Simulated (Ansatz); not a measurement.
ZnO with Sn replacing Zn: do the settings matter for the field gradients?

Cell: a supercell of ZnO (wurtzite type, P6_3mc) built from an entry of the Crystallography Open Database (COD), with all atoms left at the host's positions.

```xyz
48
Lattice="6.4986 0.0000 0.0000 -4.8740 8.4419 0.0000 0.0000 0.0000 10.4114" Properties=species:S:1:pos:R:3 pbc="T T T"
Sn    0.0000    1.8760    2.6029
Zn    0.0000    1.8760    7.8086
Zn   -1.6247    4.6900    2.6029
Zn   -1.6247    4.6900    7.8086
Zn   -3.2493    7.5040    2.6029
Zn   -3.2493    7.5040    7.8086
Zn    3.2493    1.8760    2.6029
Zn    3.2493    1.8760    7.8086
Zn    1.6247    4.6900    2.6029
Zn    1.6247    4.6900    7.8086
Zn    0.0000    7.5040    2.6029
Zn    0.0000    7.5040    7.8086
Zn    1.6247    0.9380    0.0000
Zn    1.6247    0.9380    5.2057
Zn    0.0000    3.7520    0.0000
Zn    0.0000    3.7520    5.2057
Zn   -1.6247    6.5660    0.0000
Zn   -1.6247    6.5660    5.2057
Zn    4.8740    0.9380    0.0000
Zn    4.8740    0.9380    5.2057
Zn    3.2493    3.7520    0.0000
Zn    3.2493    3.7520    5.2057
Zn    1.6247    6.5660    0.0000
Zn    1.6247    6.5660    5.2057
O     1.6247    0.9380    1.9730
O     1.6247    0.9380    7.1787
O     0.0000    3.7520    1.9730
O     0.0000    3.7520    7.1787
O    -1.6247    6.5660    1.9730
O    -1.6247    6.5660    7.1787
O     4.8740    0.9380    1.9730
O     4.8740    0.9380    7.1787
O     3.2493    3.7520    1.9730
O     3.2493    3.7520    7.1787
O     1.6247    6.5660    1.9730
O     1.6247    6.5660    7.1787
O     0.0000    1.8760    4.5759
O     0.0000    1.8760    9.7816
O    -1.6247    4.6900    4.5759
O    -1.6247    4.6900    9.7816
O    -3.2493    7.5040    4.5759
O    -3.2493    7.5040    9.7816
O     3.2493    1.8760    4.5759
O     3.2493    1.8760    9.7816
O     1.6247    4.6900    4.5759
O     1.6247    4.6900    9.7816
O     0.0000    7.5040    4.5759
O     0.0000    7.5040    9.7816
```

Sites (sets of like atoms) are named by element and the number of their first atom in this list.

Reference run. All values are calculated (Ansatz; DFT, PBE, plane waves and PAW, scalar-relativistic, 420 eV cutoff, Γ-centred 3×2×2 k-points, Fermi–Dirac smearing 0.01 eV), not measured.

(1) The input is changed as follows: `scf.initial_density.chi_scale`: not typed → 0.0. What happens to V_zz (10²¹ V/m²) and η?

## Answers

(1) 

```tsv
site	atom	V_zz reference	η reference	V_zz changed	η changed
Sn	1	0.33	0.32	0.33	0.32
O25	25	2.15	0.27	2.15	0.27
O26	26	0.13	0.40	0.13	0.40
O27	27	2.17	0.18	2.17	0.18
O28	28	0.17	0.45	0.17	0.45
O30	30	-0.047	0.87	-0.047	0.87
O32	32	0.13	0.38	0.13	0.38
O34	34	0.14	0.87	0.14	0.87
O36	36	-0.089	0.22	-0.089	0.22
O37	37	1.86	0.07	1.86	0.07
O41	41	0.24	0.55	0.24	0.55
O43	43	-0.16	0.59	-0.16	0.59
```

No V_zz moves by more than 0.01. The table leaves out 33 of the 45 sites, with |V_zz| up to 2.13; their tensors move by 0.01 at most along any direction. The statements above cover all sites. Mixing, solver and start steer the path to self-consistency, not the state that is reached here. SCF iterations: 14 and 11.

On the reference run: The run isn't spin-polarised, and a state with spin may lie lower. The defect repeats with the cell of 48 atoms, so it feels its images: sites between two images don't show the values beside a lone defect, and zeros or small values of η there can come from the images' arrangement. O and Zn carry a gradient in the pure host already, so the values there aren't the defect's effect alone. The defect cell has no gap above 0.1 eV on its mesh, so the values can hang on the smearing and the k-mesh. Without spin–orbit coupling (the program notes it for Sn) the gradients can shift somewhat, as the gap is small. The cell keeps the host's lattice, where the PBE pressure is 9 GPa. The neighbours have not yet relaxed around the defect (largest force 1.4 eV/Å), so a real crystal will differ.
